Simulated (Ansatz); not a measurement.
A generated cell, not matched to a known phase here, of CsRuCl3: Pm-3m (No. 221), cP5, cubic perovskite type; a = b = c = 4.951 Å, α = β = γ = 90.00°; Cs 1a (0.000, 0.000, 0.000); Ru 1b (0.500, 0.500, 0.500); Cl 3c (0.000, 0.500, 0.500). Calculation: r2SCAN (plane waves to 500 eV, PAW, scalar-relativistic; Ansatz, a quantum-chemistry and plane-wave program). Element references, the lowest calculated here: Ru (P6₃/mmc), Cs (Im-3m), Cl (Cmce); gases are represented by their molecular solids.

Question: Give the formation energy of this Pm-3m form of CsRuCl3 from the elements at the level r2SCAN.

Answer: -1.04 eV/atom.

A lower structure of this composition may exist.

Static energies, no anion corrections, no zero-point energy. Values are rounded to 0.01 eV/atom. Not shown to be the ambient phase of their composition (a lower form may be missing, and a cell relaxed within its start's symmetry can be a saddle point): CsRuCl3 (Pm-3m). The compounds carry no spin polarisation. A magnetic state may lie lower. The d or f electrons are treated with no Hubbard U.
